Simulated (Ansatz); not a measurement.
Input:

Relaxed LiF (rock salt):

```xyz
4
Lattice="0.0000 4.0679 4.0679 2.0339 2.0339 4.0679 2.0339 2.0339 0.0000" Properties=species:S:1:pos:R:3 pbc="T T T"
F      0.0000     0.0000     0.0000
F      2.0339     4.0679     2.0339
Li     2.0339     2.0339     2.0339
Li     2.0339     4.0679     4.0679
```

A phonon eigenvector at X = (0.5, 0.5, 0.0) is frozen into this cell: atom i moves by Q times the vector below, so Q is the largest atomic displacement, in Å. The cell is held. It is one choice among 2 degenerate patterns. (q is in reciprocal vectors of the primitive cell; the cell shown is doubled to hold the pattern.)

```
atom      x       y      z
----  -----  ------  -----
F1    0.000   0.153  0.000
F2    0.000  -0.153  0.000
Li3   0.000   1.000  0.000
Li4   0.000  -1.000  0.000
```

These are PBE (plane waves to 420 eV, PAW, scalar-relativistic; Ansatz, a first-principles code) values and carry that method's errors. k mesh 14×14×14 (Γ-centred), Fermi-Dirac smearing 0.05 eV. E stands for the smeared free energy. LiF was relaxed with its symmetry unable to fall. ΔE is measured from the undisplaced structure.

The scan covers Q from -0.180 to 0.180 Å in 13 points.

Task: Which space group does the distorted structure have?

Result: Cmcm (No. 63), lowered from Fm-3m.

Task: Is this a single well or a double well?

Result: A single well with its minimum at or next to zero displacement.

Task: What is the energy change at Q = 0.180 Å?

Result: 97.2 meV/cell.

Task: What harmonic wavenumber does the curvature at Q = 0 give?

Result: 307 cm⁻¹.

(A displaced cell: forces are minus the slopes of the energy, force constants its curvatures, and phonons follow from these.)
